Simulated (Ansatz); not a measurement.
Calculation for PIr (rocksalt type): DFT, LDA, all-electron LAPW, scalar-relativistic (Ansatz 0.2.0). This run: volume at 0.6 of the series' base cell.

The cell comes from a relaxation on PAW files under the same functional, begun from a prototype that needn't be the stable phase.

Command: `ansatz run input.yaml --threads 1 --pin off --max-ram 2048MiB --backend cpu --events-out ev --progress --plain --runs-dir out` It took 46 s on 1 thread of Arm Neoverse V1, on a shared host, peak memory 0.53 GiB.

```yaml
crystal:
  lattice:
    - [0.0, 2.0464760695, 2.0464760695]
    - [2.0464760695, 0.0, 2.0464760695]
    - [2.0464760695, 2.0464760695, 0.0]
  atoms:
    - { symbol: Ir, position: [0.0, 0.0, 0.0] }
    - { symbol: P, position: [0.5, 0.5, 0.5] }
kpoints:
  mp_grid: { grid: [14, 14, 14] }
scf:
  occupations: { method: fermi_dirac, width: 0.08 }
hamiltonian:
  xc: lda
  pseudopotentials: { kind: all_electron, lapw: { basis_error: 0.001 } }
output:
  forces: true
  stress: true
  eigenvalues: true
  populations: true
```

Output:

```
Ir: projections on atomic orbitals take those of the free atom 1s2 2s2 2p6 3s2 3p6 3d10 4s2 4p6 4d10 4f14 5s2 5p6 5d7 6s2, of charge +0.00 (hamiltonian.pseudopotentials.projection_atoms)
P: projections on atomic orbitals take those of the free atom 1s2 2s2 2p6 3s2 3p3, of charge +0.00 (hamiltonian.pseudopotentials.projection_atoms)
LAPW: plane waves up to 10.735 Å⁻¹, error target 1.0e-3 eV per atom; small_component_spin mean_spin; P in spheres of 0.906 Å, 13 of its electrons in bands, Dirac shells []; Ir in spheres of 1.140 Å, 47 of its electrons in bands, Dirac shells [] (how accurate: hamiltonian.pseudopotentials.lapw.basis_error, Limitations)
Engine: ansatz 0.2.0
Pseudopotentials: kind: all_electron
Pseudopotential: Ir, LAPW, valence charge 47, lapw/all_electron/scalar/gaussian/Ir, Koelling and Harmon's equation, gaussian nucleus
Pseudopotential: P, LAPW, valence charge 13, lapw/all_electron/scalar/gaussian/P, Koelling and Harmon's equation, gaussian nucleus
Functional definition: SPW92
  exchange = slater_x
  correlation = pw_c
Crystal: 2 atoms, lattice volume = 17.142 Å³
Basis set: ecut = 439.0684704070447 eV, 339 PW (Γ), exchange–correlation at level 2
Bands: 36, of which v1, the nominal top of the filled ones, is band 30 counted from 1 (29 counted from 0)
Symmetry: 48 space group operations
Space group: Fm-3m (ITA 225), of the structure as read, at distance tolerance 2.6e-5 Å
k-points: 104 of 2744
Non-local potential: Ir, projectors of the file, none
Non-local potential: P, projectors of the file, none
Initial density: superposition of atomic densities (chi_scale 0.1, normalization cell, long waves kept (reshape's long-wave potential 0.00 eV rms))
Initial wavefunctions: plane waves of lowest kinetic energy (no species holds an atomic orbital)
Functional: x = slater, c = lda
iter 1 solved again at ethr=3.66e-4 eV; its pass at ethr=1.00e-1 eV (dr2=2.19e-1 eV) is discarded
SCF iter   1: F=—  HF=-494024.800514 eV  |F-HF|=—  |Δ(HF+E_count)|=         —  Δρ=4.27e-2  dr2=2.20e-1  ethr=3.66e-4  ⟨swp⟩=2.8  Hψ=24296  notcnv=0
preconditioner: auto → Kerker (q_TF=auto, 3.362 Å⁻¹)  [metal: Δε(μ)=0.044 eV  Ē_g=16.870 eV  σ=0.080 eV  W_gap=0.14  n_scr=14 (ndim 8)  ℏωp=33.6 eV  f_vac=0.000  D(μ)=0.73/eV (n_scr^D=8)]
SCF iter   2: F=—  HF=-494024.759486 eV  |F-HF|=—  |Δ(HF+E_count)|=   4.10e-2  Δρ=3.01e-2  dr2=1.18e-1  ethr=3.66e-4  ⟨swp⟩=2.0  Hψ=10643  notcnv=0
iter 3 solved again at ethr=1.95e-5 eV; its pass at ethr=1.96e-4 eV (dr2=1.17e-2 eV) is discarded
SCF iter   3: F=—  HF=-494024.737037 eV  |F-HF|=—  |Δ(HF+E_count)|=   2.24e-2  Δρ=8.53e-3  dr2=1.17e-2  ethr=1.95e-5  ⟨swp⟩=2.0  Hψ=18920  notcnv=0
SCF iter   4: F=—  HF=-494024.721117 eV  |F-HF|=—  |Δ(HF+E_count)|=   1.59e-2  Δρ=4.03e-3  dr2=2.33e-3  ethr=1.95e-5  ⟨swp⟩=2.0  Hψ=10648  notcnv=0
SCF iter   5: F=—  HF=-494024.720217 eV  |F-HF|=—  |Δ(HF+E_count)|=         —  Δρ=1.41e-3  dr2=1.92e-4  ethr=3.88e-6  ⟨swp⟩=2.1  Hψ=10655  notcnv=0
the basis was enlarged: its passes take 251.7 KiB over the memory plan, 1 of 1 planned eigensolver slots
SCF iter   6: F=—  HF=-494024.720210 eV  |F-HF|=—  |Δ(HF+E_count)|=   7.21e-6  Δρ=5.61e-4  dr2=4.72e-5  ethr=3.19e-7  ⟨swp⟩=2.0  Hψ=10644  notcnv=0
SCF iter   7: F=—  HF=-494024.720201 eV  |F-HF|=—  |Δ(HF+E_count)|=   8.34e-6  Δρ=1.46e-4  dr2=2.76e-6  ethr=7.87e-8  ⟨swp⟩=2.0  Hψ=10644  notcnv=0
SCF iter   8: F=—  HF=-494024.720202 eV  |F-HF|=—  |Δ(HF+E_count)|=   4.09e-8  Δρ=3.26e-5  dr2=1.46e-7  ethr=4.60e-9  ⟨swp⟩=2.0  Hψ=10644  notcnv=0
SCF iter   9: F=-494024.720201 eV  HF=-494024.720201 eV  |F-HF|=1.49e-8  |Δ(HF+E_count)|=   4.31e-8  Δρ=1.18e-5  dr2=2.00e-8  ethr=2.44e-10  ⟨swp⟩=2.0  Hψ=10644  notcnv=0
SCF 1 converged in 9 iterations: F = -494024.720201 eV  dr2 = 2.00e-8
SCF converged after 9 iterations
Free energy (F): -494024.720201 eV
Harris-Foulkes:  -494024.720201 eV  (|F-HF|=1.49e-8)
Internal energy: -494024.705428 eV  (E = F + TS)
E sigma→0 (E₀):  -494024.712815 eV
Entropy (-TS):   -0.014773 eV (-7.387 meV/atom)
Fermi energy:    39.622331 eV
--- Per-component energies (eV) ---
  E_band       = -5901.072087
  E_kinetic    = 557792.507675
  E_xc         = -9826.515878
  E_electrostatic = -1041990.697225  (all electrons and nuclei)
  E_smearing   = -0.014773  (= −TS)
  E_closure    = 0.000000  (closes the sum)
  E_atoms      = -494016.850546  (free atoms, spherical and without spin; not in F)
  Σ components = -494024.720201   (vs F -494024.720201, Δ=0.00e0)
  Basis errors (estimates in eV, not in F): energy 3.7e-4 per atom: plane waves 3.2e-4 (1.8e-4 summed), levels above the bands 8.3e-79, relativity 2.6e-8, radial functions 4.1e-5, core shells 1.0e-6; eigenvalues (radial functions only) 1.9e-6; not estimated: angular momenta, meshes, grids; target (lapw.basis_error) 1.0e-3; muffin-tin radii P 0.906 Å, Ir 1.140 Å
--- Forces (eV/Å), atoms counted from 1 ---
  atom   1  Ir     0.00000000    -0.00000000     0.00000000
  atom   2  P     -0.00000000     0.00000000    -0.00000000
  max |Σ_I F_I| component: 5.00e-30 eV/Å
--- Stress (GPa, compression-positive) ---
      389.148928      -0.000000      -0.000000
       -0.000000     389.148928      -0.000000
       -0.000000      -0.000000     389.148928
  P = ⅓ Tr σ = 389.1489 GPa (3891.489 kbar)
--- Band table (eV; the first three rows and the last of 104) ---
  k-point 0: bands = ["-450.8282", "-450.8282", "-450.8282", "-245.9722", "-245.9722", "-245.9021", "-245.9021", "-245.9021", "-129.3033", "-80.6055", "-80.6055", "-80.6055", "-54.3727", "-18.1851", "-18.1851", "-18.1851", "-18.1294", "-18.1294", "-18.1294", "-18.0787", "-11.4703", "-11.4703", "-11.4703", "18.9064", "31.3435", "31.3435", "31.3435", "32.1782", "32.1782", "39.4628", "39.4628", "39.4628", "46.6535", "53.4917", "56.6795", "56.6795"]
  k-point 1: bands = ["-450.8282", "-450.8282", "-450.8282", "-245.9722", "-245.9722", "-245.9021", "-245.9021", "-245.9021", "-129.3033", "-80.6055", "-80.6055", "-80.6055", "-54.3710", "-18.1851", "-18.1849", "-18.1849", "-18.1297", "-18.1297", "-18.1294", "-18.0785", "-11.5009", "-11.4744", "-11.4744", "19.0916", "31.1309", "31.3890", "31.3890", "32.0071", "32.0071", "39.3309", "39.9497", "39.9497", "47.0159", "53.8172", "55.8425", "56.1758"]
  k-point 2: bands = ["-450.8282", "-450.8282", "-450.8282", "-245.9722", "-245.9722", "-245.9021", "-245.9021", "-245.9021", "-129.3033", "-80.6057", "-80.6055", "-80.6055", "-54.3660", "-18.1852", "-18.1845", "-18.1845", "-18.1304", "-18.1304", "-18.1294", "-18.0781", "-11.5860", "-11.4860", "-11.4860", "19.6323", "30.5612", "31.0215", "31.0215", "32.1723", "32.1723", "38.9922", "41.2209", "41.2209", "47.9224", "53.2716", "54.7105", "54.7105"]
  k-point 103: bands = ["-450.8282", "-450.8282", "-450.8282", "-245.9722", "-245.9722", "-245.9021", "-245.9021", "-245.9021", "-129.3031", "-80.6062", "-80.6061", "-80.6060", "-54.3267", "-18.1826", "-18.1822", "-18.1822", "-18.1347", "-18.1342", "-18.1333", "-18.0747", "-11.8794", "-11.8084", "-11.6979", "23.6143", "28.7535", "29.2467", "29.4908", "37.2460", "37.3633", "37.5295", "37.8452", "41.7711", "50.5787", "51.0122", "53.1604", "55.1015"]
--- Löwdin populations: 2 sites ---
  site symbol       q [e]
     0     Ir     76.9405
     1      P     14.7381
  spilling = 0.003494 (of n_electrons = 92.000000)
```

populations.tsv:

```
# site	symbol	l	j	q
# orbitals = lowdin
# n_electrons = 92.000000
# spilling = 0.003494
# projection_atom_Ir: 1s2 2s2 2p6 3s2 3p6 3d10 4s2 4p6 4d10 4f14 5s2 5p6 5d7 6s2
# projection_atom_P: 1s2 2s2 2p6 3s2 3p3
0	Ir	0_1S	-	1.999998
0	Ir	0_2S	-	1.999947
0	Ir	0_3S	-	1.999355
0	Ir	0_4S	-	1.993485
0	Ir	0_5S	-	1.915591
0	Ir	0_6S	-	0.739841
0	Ir	1_2P	-	6.000000
0	Ir	1_3P	-	5.999991
0	Ir	1_4P	-	5.999694
0	Ir	1_5P	-	5.964764
0	Ir	2_3D	-	9.999998
0	Ir	2_4D	-	9.999869
0	Ir	2_5D	-	8.328511
0	Ir	3_4F	-	13.999449
1	P	0_1S	-	1.999722
1	P	0_2S	-	1.982018
1	P	0_3S	-	1.342637
1	P	1_2P	-	5.995338
1	P	1_3P	-	3.418348
```

Next run (volume at 0.5 of the series' base cell), as changes to the input before:

```diff
   lattice:
-    - [0.0, 2.0464760695, 2.0464760695]
-    - [2.0464760695, 0.0, 2.0464760695]
-    - [2.0464760695, 2.0464760695, 0.0]
+    - [0.0, 1.9258077136, 1.9258077136]
+    - [1.9258077136, 0.0, 1.9258077136]
+    - [1.9258077136, 1.9258077136, 0.0]
   atoms:
```

Results part of the output:

```
SCF 1 converged in 9 iterations: F = -494014.726544 eV  dr2 = 2.32e-8
SCF converged after 9 iterations
Free energy (F): -494014.726544 eV
Harris-Foulkes:  -494014.726544 eV  (|F-HF|=1.65e-8)
Internal energy: -494014.713257 eV  (E = F + TS)
E sigma→0 (E₀):  -494014.719900 eV
Entropy (-TS):   -0.013287 eV (-6.643 meV/atom)
Fermi energy:    48.501138 eV
--- Per-component energies (eV) ---
  E_band       = -6663.134801
  E_kinetic    = 557867.602016
  E_xc         = -9837.677359
  E_electrostatic = -1042044.637914  (all electrons and nuclei)
  E_smearing   = -0.013287  (= −TS)
  E_closure    = -0.000000  (closes the sum)
  E_atoms      = -494016.850546  (free atoms, spherical and without spin; not in F)
  Σ components = -494014.726544   (vs F -494014.726544, Δ=0.00e0)
  Basis errors (estimates in eV, not in F): energy 3.6e-4 per atom: plane waves 3.2e-4 (1.8e-4 summed), levels above the bands 6.0e-105, relativity 4.2e-8, radial functions 3.3e-5, core shells 7.2e-11; eigenvalues (radial functions only) 2.5e-6; not estimated: angular momenta, meshes, grids; target (lapw.basis_error) 1.0e-3; muffin-tin radii P 0.853 Å, Ir 1.072 Å
--- Forces (eV/Å), atoms counted from 1 ---
  atom   1  Ir     0.00000000     0.00000000     0.00000000
  atom   2  P     -0.00000000     0.00000000     0.00000000
  max |Σ_I F_I| component: 2.24e-30 eV/Å
--- Stress (GPa, compression-positive) ---
      778.331660       0.000000      -0.000000
        0.000000     778.331660       0.000000
       -0.000000       0.000000     778.331660
  P = ⅓ Tr σ = 778.3317 GPa (7783.317 kbar)
--- Band table (eV; the first three rows and the last of 104) ---
  k-point 0: bands = ["-609.7501", "-442.9358", "-442.9358", "-442.9358", "-238.0880", "-238.0880", "-238.0232", "-238.0232", "-238.0232", "-121.1920", "-72.4534", "-72.4534", "-72.4534", "-46.9749", "-10.3591", "-10.3591", "-10.3591", "-10.2926", "-10.2926", "-10.2926", "-10.2501", "-4.1152", "-4.1152", "-4.1152", "25.0260", "37.4660", "37.4660", "37.4660", "38.7437", "38.7437", "48.0499", "48.0499", "48.0499", "53.6332", "65.2788", "67.4283", "67.4283", "67.4283"]
  k-point 1: bands = ["-609.7501", "-442.9358", "-442.9358", "-442.9358", "-238.0880", "-238.0880", "-238.0232", "-238.0232", "-238.0232", "-121.1920", "-72.4537", "-72.4534", "-72.4534", "-46.9704", "-10.3592", "-10.3588", "-10.3588", "-10.2932", "-10.2932", "-10.2926", "-10.2497", "-4.1765", "-4.1235", "-4.1235", "25.2592", "37.2443", "37.5551", "37.5551", "38.5625", "38.5625", "47.9311", "48.5851", "48.5851", "54.1091", "65.4757", "66.5372", "66.7815", "66.7815"]
  k-point 2: bands = ["-609.7501", "-442.9358", "-442.9358", "-442.9358", "-238.0880", "-238.0880", "-238.0232", "-238.0232", "-238.0232", "-121.1919", "-72.4543", "-72.4535", "-72.4535", "-46.9579", "-10.3594", "-10.3578", "-10.3578", "-10.2949", "-10.2949", "-10.2925", "-10.2488", "-4.3456", "-4.1466", "-4.1466", "25.9293", "36.6813", "37.3625", "37.3625", "38.6399", "38.6399", "47.5923", "50.0145", "50.0145", "55.4143", "63.5306", "64.9208", "64.9208", "67.2336"]
  k-point 103: bands = ["-609.7501", "-442.9358", "-442.9358", "-442.9358", "-238.0880", "-238.0880", "-238.0232", "-238.0232", "-238.0232", "-121.1914", "-72.4557", "-72.4554", "-72.4550", "-46.8613", "-10.3536", "-10.3524", "-10.3521", "-10.3046", "-10.3036", "-10.3015", "-10.2406", "-4.9126", "-4.7731", "-4.5604", "30.1274", "34.8844", "35.8700", "36.2113", "45.5305", "45.5819", "45.7585", "46.2606", "51.4219", "59.5945", "60.5256", "63.7662", "64.6837", "68.0709"]
--- Löwdin populations: 2 sites ---
  site symbol       q [e]
     0     Ir     76.9912
     1      P     14.6149
  spilling = 0.004282 (of n_electrons = 92.000000)
```

Next run (volume at 0.4 of the series' base cell), as changes to the input before:

```diff
   lattice:
-    - [0.0, 1.9258077136, 1.9258077136]
-    - [1.9258077136, 0.0, 1.9258077136]
-    - [1.9258077136, 1.9258077136, 0.0]
+    - [0.0, 1.7877615158, 1.7877615158]
+    - [1.7877615158, 0.0, 1.7877615158]
+    - [1.7877615158, 1.7877615158, 0.0]
   atoms:
   mp_grid: { grid: [14, 14, 14] }
+  band_path:
+    path:
+      - [0.0, 0.0, 0.0]
+      - [0.5, 0.0, 0.5]
+      - [0.625, 0.25, 0.625]
+      - [0.375, 0.375, 0.75]
+      - [0.0, 0.0, 0.0]
+      - [0.5, 0.5, 0.5]
+      - [0.5, 0.25, 0.75]
+      - [0.5, 0.0, 0.5]
+    npoints: 8
 scf:
   populations: true
+  dos: { projected: true, de: 0.2, e_range: [-14, 8] }
```

Command: `ansatz run input.yaml --threads 1 --pin off --max-ram 2048MiB --backend cpu --events-out ev --progress --plain --runs-dir out` It took 62 s on 1 thread of Arm Neoverse V1 (shared host), peak memory 0.6 GiB.

Results part of the output:

```
SCF 1 converged in 8 iterations: F = -493994.340089 eV  dr2 = 4.80e-8
NSCF: frozen V_eff on 57 k-points
SCF converged after 8 iterations
Free energy (F): -493994.340089 eV
Harris-Foulkes:  -493994.340089 eV  (|F-HF|=2.65e-8)
Internal energy: -493994.332060 eV  (E = F + TS)
E sigma→0 (E₀):  -493994.336074 eV
Entropy (-TS):   -0.008029 eV (-4.015 meV/atom)
Fermi energy:    61.469599 eV
--- Per-component energies (eV) ---
  E_band       = -5987.445137
  E_kinetic    = 557989.051732
  E_xc         = -9853.976341
  E_electrostatic = -1042129.407451  (all electrons and nuclei)
  E_smearing   = -0.008029  (= −TS)
  E_closure    = 0.000000  (closes the sum)
  E_atoms      = -494016.850546  (free atoms, spherical and without spin; not in F)
  Σ components = -493994.340089   (vs F -493994.340089, Δ=0.00e0)
  Basis errors (estimates in eV, not in F): energy 3.6e-4 per atom: plane waves 3.2e-4 (1.7e-4 summed), levels above the bands 3.1e-112, relativity 7.1e-8, radial functions 3.9e-5, core shells 6.3e-11; eigenvalues (radial functions only) 2.6e-6; not estimated: angular momenta, meshes, grids; target (lapw.basis_error) 1.0e-3; muffin-tin radii P 0.791 Å, Ir 0.997 Å
--- Forces (eV/Å), atoms counted from 1 ---
  atom   1  Ir     0.00000000     0.00000000    -0.00000000
  atom   2  P     -0.00000000     0.00000000    -0.00000000
  max |Σ_I F_I| component: 4.34e-30 eV/Å
--- Stress (GPa, compression-positive) ---
     1623.341646       0.000000      -0.000000
        0.000000    1623.341646       0.000000
       -0.000000       0.000000    1623.341646
  P = ⅓ Tr σ = 1623.3416 GPa (16233.416 kbar)
--- Band table (eV; the first three rows and the last of 104) ---
  k-point 0: bands = ["-598.4837", "-431.6838", "-431.6838", "-431.6838", "-226.8524", "-226.8524", "-226.7943", "-226.7943", "-226.7943", "-109.8491", "-61.0459", "-61.0459", "-61.0459", "-36.6416", "0.7699", "0.7699", "0.7699", "0.8672", "0.8672", "0.8672", "0.8885", "6.3691", "6.3691", "6.3691", "34.5378", "46.2021", "46.2021", "46.2021", "48.1965", "48.1965", "60.5581", "60.5581", "60.5581", "63.5638", "81.8859", "83.0808", "83.0808", "83.0808"]
  k-point 1: bands = ["-598.4837", "-431.6838", "-431.6838", "-431.6838", "-226.8524", "-226.8524", "-226.7943", "-226.7943", "-226.7943", "-109.8490", "-61.0468", "-61.0459", "-61.0459", "-36.6290", "0.7697", "0.7708", "0.7708", "0.8656", "0.8656", "0.8673", "0.8894", "6.2367", "6.3506", "6.3506", "34.8516", "45.9770", "46.3472", "46.3472", "48.0211", "48.0211", "60.4360", "61.1465", "61.1465", "64.1954", "81.5576", "82.2201", "82.2201", "82.5401"]
  k-point 2: bands = ["-598.4837", "-431.6838", "-431.6838", "-431.6838", "-226.8524", "-226.8524", "-226.7943", "-226.7943", "-226.7943", "-109.8488", "-61.0494", "-61.0460", "-61.0460", "-36.5938", "0.7691", "0.7733", "0.7733", "0.8611", "0.8611", "0.8675", "0.8921", "5.8753", "6.2991", "6.2991", "35.7209", "45.4642", "46.4031", "46.4031", "48.0138", "48.0138", "60.0381", "62.7558", "62.7558", "66.0147", "78.5726", "79.7632", "79.7632", "83.7655"]
  k-point 103: bands = ["-598.4837", "-431.6838", "-431.6838", "-431.6838", "-226.8524", "-226.8523", "-226.7943", "-226.7943", "-226.7943", "-109.8466", "-61.0544", "-61.0530", "-61.0521", "-36.3288", "0.7835", "0.7880", "0.7889", "0.8360", "0.8378", "0.8438", "0.9148", "4.7062", "4.9975", "5.4322", "39.7279", "43.7738", "45.6197", "46.1220", "57.2971", "57.7972", "58.3526", "58.8520", "65.7482", "72.6670", "74.3611", "76.0415", "81.2754", "82.1647"]
--- Löwdin populations: 2 sites ---
  site symbol       q [e]
     0     Ir     77.0282
     1      P     14.4143
  spilling = 0.006061 (of n_electrons = 92.000000)
```

Spin–orbit coupling is left out, which matters for the heavy atoms. The structure type is held throughout; the real material can change phase at far lower pressure.
